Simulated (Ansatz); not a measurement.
Relaxed CdS (wurtzite):

```
CELL_PARAMETERS angstrom
      4.19618     0.00000     0.00000
     -2.09809     3.63400     0.00000
      0.00000     0.00000    13.65906
ATOMIC_POSITIONS crystal
  Cd 0.33333 0.66667 0.49958
  Cd 0.33333 0.66667 0.99958
  Cd 0.66667 0.33333 0.24958
  Cd 0.66667 0.33333 0.74958
  S  0.33333 0.66667 0.18782
  S  0.33333 0.66667 0.68782
  S  0.66667 0.33333 0.43782
  S  0.66667 0.33333 0.93782
```

A phonon eigenvector at A = (0.0, 0.0, 0.5) is frozen into this cell: atom i moves by Q times the vector below, so Q is the largest atomic displacement, in Å. The cell is held. It is one choice among 4 degenerate patterns. (q is in reciprocal vectors of the primitive cell; the cell shown is doubled to hold the pattern.)

```tsv
atom	x	y	z
Cd1	0.000	0.322	0.000
Cd2	0.000	-0.322	0.000
Cd3	0.000	-1.000	0.000
Cd4	0.000	1.000	0.000
S5	0.000	-0.902	0.000
S6	0.000	0.902	0.000
S7	0.000	0.266	0.000
S8	0.000	-0.266	0.000
```

The numbers are results of PBE (plane waves to 420 eV, PAW, scalar-relativistic; Ansatz, an electronic-structure program), not measurements. k mesh 9×9×3 (Γ-centred), Fermi-Dirac smearing 0.05 eV. E stands for the smeared free energy. CdS was relaxed with its symmetry unable to fall. ΔE is measured from the undisplaced structure.

```json
[
 {"Q (Å)": "-0.2800", "ΔE (meV/cell)": "withheld"},
 {"Q (Å)": "-0.2333", "ΔE (meV/cell)": "38.2"},
 {"Q (Å)": "-0.1867", "ΔE (meV/cell)": "24.3"},
 {"Q (Å)": "-0.1400", "ΔE (meV/cell)": "13.6"},
 {"Q (Å)": "-0.0933", "ΔE (meV/cell)": "6.0"},
 {"Q (Å)": "-0.0467", "ΔE (meV/cell)": "1.5"},
 {"Q (Å)": "0.0000", "ΔE (meV/cell)": "0.0"},
 {"Q (Å)": "0.0467", "ΔE (meV/cell)": "1.5"},
 {"Q (Å)": "0.0933", "ΔE (meV/cell)": "6.0"},
 {"Q (Å)": "0.1400", "ΔE (meV/cell)": "13.6"},
 {"Q (Å)": "0.1867", "ΔE (meV/cell)": "24.3"},
 {"Q (Å)": "0.2333", "ΔE (meV/cell)": "38.2"},
 {"Q (Å)": "0.2800", "ΔE (meV/cell)": "withheld"}
]
```

Question: Fit an even polynomial form (powers 2, 4) to the given rows and predict ΔE at Q = 0.2800.

Answer: Least squares on the 11 given rows: ΔE = (688.7)·Q² + (241.0)·Q⁴, in meV/cell with Q in Å; root-mean-square residual 0.01 meV/cell. At 0.2800 the fit gives 55.5 meV/cell; the calculation gives 55.5 meV/cell, the same to the digits shown. The quadratic term alone would give 54.0 meV/cell.

(A displaced cell: forces are minus the slopes of the energy, force constants its curvatures, and phonons follow from these.)
